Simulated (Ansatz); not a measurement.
BN (rock salt, Fm-3m) under volume change, HSE06 (plane waves, PAW; program Ansatz), scaled uniformly.

```
V (Å³/atom)  E − E(relaxed) (meV/atom)  P (GPa)
-----------  -------------------------  -------
4.744                             65.1    47.91
4.900                             27.4    29.57
5.057                              6.5    13.73
5.213                              0.0     0.01
5.370                              5.9   -11.90
5.526                             22.7   -22.18
5.682                             48.8   -31.12
```

Q: What does a third-order Birch–Murnaghan fit give for V₀, B₀ and B′?

A: V₀ = 5.21 Å³/atom, B₀ = 425 GPa, B′ = 3.8.

The cell is a constructed one: a structure type filled with these elements; neither database checked (COD, Materials Project) lists it. It is not the phase usual at ambient conditions (space group No. 186, 194, 216). The cell was relaxed with HSE06 under the symmetry of its start; whether a distortion lowers the energy is not shown.

Potentials: the later of the program's two PAW sets.
